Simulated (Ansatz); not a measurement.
Cu2Sb:
```yaml
crystal:
  lattice:
    - [3.99933, 0.00000, 0.00000]
    - [0.00000, 3.99933, 0.00000]
    - [0.00000, 0.00000, 6.06118]
  atoms:
    - { symbol: Cu, position: [0.00000, 0.00000, 0.00000] }
    - { symbol: Cu, position: [0.50000, 0.50000, 0.00000] }
    - { symbol: Sb, position: [0.50000, 0.00000, 0.70225] }
    - { symbol: Sb, position: [0.00000, 0.50000, 0.29775] }
    - { symbol: Cu, position: [0.50000, 0.00000, 0.26562] }
    - { symbol: Cu, position: [0.00000, 0.50000, 0.73438] }
```

Relaxed with r²SCAN. Special points in fractions of this cell's reciprocal vectors: Γ (0.000, 0.000, 0.000); X (0.000, 0.500, 0.000); M (0.500, 0.500, 0.000); Z (0.000, 0.000, 0.500); R (0.000, 0.500, 0.500); A (0.500, 0.500, 0.500).

Question: List the band energies nearest the Fermi level at these points for r²SCAN (plane waves, PAW; program Ansatz).

Answer: In eV from the Fermi level; about four levels below and three above (degenerate sets whole), none deeper than 8.9 eV; points with the same levels are listed once.

```csv
k,below,above
Γ,-2.60 -2.54 -2.54 -0.97,1.36 1.36 2.16
X,-2.14 -2.14 -1.91 -1.91,0.94 0.94 3.13 3.13
M,-2.36 -2.36 -0.01 -0.01,2.47 2.47 10.09 10.09
Z,-1.15 -1.15 -0.16 -0.16,1.87 2.18 3.60
R,-2.68 -2.68 -2.57 -2.57,0.72 0.72 1.51 1.51
A,-2.60 -2.60 -2.07 -2.07,3.50 3.50 4.36 4.36
```

Space group P4/nmm. The workflow started from an entry of the Crystallography Open Database (COD). Whether it is the stable phase at ambient conditions was not checked. Symmetry was held in the r²SCAN relaxation; its stability against distortions is not shown here. The run is not spin-polarised. Spin–orbit coupling is left out wherever it is not named.

Potentials: the later of the program's two PAW sets.
